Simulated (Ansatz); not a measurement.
A trial cell of SnGe₃Se₄, before relaxation:

```cif
data_structure
_symmetry_space_group_name_H-M 'I4/mmm'
_symmetry_Int_Tables_number 139
_cell_length_a 5.8378
_cell_length_b 5.8378
_cell_length_c 11.6756
_cell_angle_alpha 90.000
_cell_angle_beta 90.000
_cell_angle_gamma 90.000
_cell_volume 397.90
loop_
_atom_site_label
_atom_site_type_symbol
_atom_site_symmetry_multiplicity
_atom_site_Wyckoff_symbol
_atom_site_fract_x
_atom_site_fract_y
_atom_site_fract_z
_atom_site_occupancy
Sn1 Sn 2 b 0.50000 0.50000 0.00000 1
Ge1 Ge 2 a 0.00000 0.00000 0.00000 1
Ge2 Ge 4 d 0.00000 0.50000 0.25000 1
Se1 Se 4 e 0.50000 0.50000 0.25000 1
Se2 Se 4 c 0.00000 0.50000 0.00000 1
```

Method: DFT PBE, scalar-relativistic, plane waves, PAW (Ansatz). Cutoff 420 eV, Gaussian smearing, Γ-centred meshes. Cell and atoms relax on a converged mesh. In metals the finer mesh still leaves noise of several meV/atom or more. The steps can't lower the symmetry of their start. No spin polarisation.

A guess keeps its type if space group and coordination stay and the shape of the cell changes little (axis ratios within about 15 %, angles within 6°); the volume may change.

Task: Does it keep its structure type, or change into something else?

Result: It keeps its type. The symmetry stays I4/mmm (No. 139). The volume per atom shrinks by 3.2 %, from 24.9 to 24.1 Å³. The shortest distance goes from 2.92 Å (Ge–Se and Sn–Se) to 2.80 Å (Ge–Se). The ratio c/a of the conventional cell changes by a factor of 1.00. Counting neighbours within 15 % of an atom's shortest distance, the start has Ge 6, Se 6, Sn 6 and the end Ge 6, Se 6, Sn 6.

The last run used a 10×10×10 mesh for its 8-atom cell and Gaussian smearing of 0.10 eV. A structure relaxed within its symmetry needn't be a true minimum. Another cell of SnGe3Se4 relaxed alike, in R-3m, lies 15 meV/atom lower, so this cell isn't the stable form at this level.
